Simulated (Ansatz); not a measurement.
The cell below belongs to a search over invented structures; it isn't taken from experiment.

Input and command of a plane-wave DFT calculation in Ansatz:

```yaml
crystal:
  lattice:
    - [5.77304789, 0.0, 0.0]
    - [-2.88652394, 4.99960613, 0.0]
    - [0.0, 0.0, 3.98807897]
  atoms:
    - { symbol: Zn, position: [0.5, 0.0, 0.5] }
    - { symbol: Zn, position: [0.0, 0.5, 0.5] }
    - { symbol: Zn, position: [0.5, 0.5, 0.5] }
    - { symbol: Sn, position: [0.0, 0.0, 0.0] }
    - { symbol: O, position: [0.5, 0.0, 0.0] }
    - { symbol: O, position: [0.0, 0.5, 0.0] }
    - { symbol: O, position: [0.5, 0.5, 0.0] }
basis:
  ecutwfc: 420
kpoints:
  mp_grid: { grid: [3, 3, 4] }
hamiltonian:
  xc: pbe
scf:
  occupations: { method: gaussian, width: 0.2 }
  lower_state_search: "off"
output:
  forces: true
  stress: true
  eigenvalues: true
relax:
  adjacent_minimum: "off"
  f_tol: 0.08
  max_steps: 16
  cell: { stress_tol: 0.8 }
```

```bash
ansatz run input.yaml --threads 1 --pin off --max-ram 2560MiB --backend cpu --events-out ev --progress --plain --runs-dir out
```

Processor: Intel(R) Xeon(R) Processor @ 2.50GHz (Skylake/Cascade Lake), 1 thread, on a host shared with other jobs.

Estimate time, memory and problem size.

About 66 s, peak memory 0.42 GiB. It solves 41 bands at 9 k points (after reduction by symmetry) with about 2249 plane waves (on the last cell), in 43 SCF iterations over 6 ionic steps.
